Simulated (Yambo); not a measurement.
CdBr$_{2}$ (space group R-3m, No. 166), G0W0@LDA (Yambo, plasmon pole, terminator in G, 4×4×4 mesh): gap Z → Γ in eV by bands and screening block.

| bands (W and G) | 2 Ry | 3 Ry | 4 Ry | 6 Ry | 7 Ry |
|---|---|---|---|---|---|
| 34 | 4.64 | 4.64 | 4.66 | 4.69 | 4.70 |
| 51 | 4.47 | 4.48 | (withheld) | (withheld) | 4.56 |
| 73 | 4.38 | 4.39 | 4.42 | 4.47 | 4.49 |
| 102 | 4.33 | 4.33 | 4.37 | 4.43 | 4.46 |
| 131 | 4.31 | 4.31 | 4.35 | – | (withheld) |

Q: Estimate the withheld gaps from their neighbours; the computed values follow.

A: 
- 51, 4 Ry: 4.51
- 51, 6 Ry: 4.55
- 131, 7 Ry: 4.44

The largest settings aren't shown to be the converged limit.

Spin-orbit coupling is not included.

Geometry of the Materials Project entry, not relaxed at this level; primitive cell a = 6.8934 Å, b = 6.8934 Å, c = 6.8934 Å, α = 33.92°, β = 33.92°, γ = 33.92°.

The distance between layers or molecules is the database entry's, not relaxed here. Functionals without dispersion can leave it too large, which widens gaps and weakens the response across layers: the numbers belong to this cell.
